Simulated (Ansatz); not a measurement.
The elements of this relaxed trial crystal are hidden behind letters.

```
lattice vectors (Å)
   3.0634    0.0000    0.0000
  -1.5317    2.6530    0.0000
   0.0000    0.0000   15.0721
fractional positions
X 0.6667 0.3333 0.6687
X 0.3333 0.6667 0.3313
X 0.6667 0.3333 0.1652
X 0.0000 0.0000 0.0000
X 0.3333 0.6667 0.8348
Z 0.0000 0.0000 0.5000
Q 0.3333 0.6667 0.5837
Q 0.6667 0.3333 0.4163
Q 0.0000 0.0000 0.2499
Q 0.3333 0.6667 0.0833
Q 0.6667 0.3333 0.9167
Q 0.0000 0.0000 0.7501
```

Computed with DFT PBE, scalar-relativistic, plane waves, PAW (Ansatz). The final run on the 12-atom cell used 420 eV, a Γ-centred 12×12×4 mesh, 0.10 eV smearing and no spin polarisation.

```
Space group                                 : P-3m1 (No. 164)
Conventional cell                           : a = 3.063 Å, c = 15.072 Å
Volume per atom                             : 10.21 Å³
Density                                     : 6.71 g/cm³
Energy over the elements                    : −0.70 eV/atom
Gap on the 12×12×4 mesh of the 12-atom cell : 0 eV (a metal)
```

Energies are uncorrected and count from the elements' standard states at the same level.

Task: X is a d-block element of period 4, Z is a d-block element of period 6 and Q is a p-block element of period 2. Which elements are they?

Result: X = Ti, Z = W, Q = C, so the formula is Ti5WC6. Density times volume gives a mean mass of 6.71 × 10.21/1.6605 = 41.3 u per atom, and this set has 41.3 u. Ti on a site of symmetry 3m is surrounded by 6 C at 2.15–2.18 Å, 9 Ti at 3.06–3.07 Å and 3 W at 3.10 Å; around W lie 6 C at 2.17 Å, 6 W at 3.06 Å and 6 Ti at 3.10 Å; C on its first site has 3 W at 2.17 Å and 3 Ti at 2.18 Å; 4 more sites not described. Other sets within the hints have nearly the same mass, so mass alone doesn't settle it; this one was computed.

Spin–orbit coupling, which can matter for W, is left out. A structure relaxed within its symmetry needn't be a true minimum.
